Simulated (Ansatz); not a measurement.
CuPd (CsCl type, Pm-3m) at seven volumes, DFT-LDA in the program Ansatz with PAW potentials, scaled uniformly. One row is withheld.

```csv
V (Å³/atom),P (GPa)
11.441,24.85
11.818,?
12.195,6.80
12.573,-0.01
12.950,-5.64
13.327,-10.32
13.704,-14.19
```

Task: Fit the shown pressures and predict the withheld one.

Result: P = (3/2)B₀(x^(7/2) − x^(5/2))[1 + (3/4)(B′ − 4)(x − 1)] with x = (V₀/V)^(2/3). Least squares on the six rows gives V₀ = 12.572 Å³/atom, B₀ = 206 GPa, B′ = 5.21. At V = 11.818, x = 1.0421 and P = 14.97 GPa. The run itself gave 14.99 GPa.

The first step of the workflow began from a Materials Project structure, measured or hypothetical; the Crystallography Open Database files this formula in space group No. 221, but the cells were not matched. Whether it is the stable phase at ambient conditions was not checked. The LDA relaxation kept the symmetry of its start; of distortions, only those at the zone centre were tested. The run is not spin-polarised.

Potentials: the later of the program's two PAW sets.
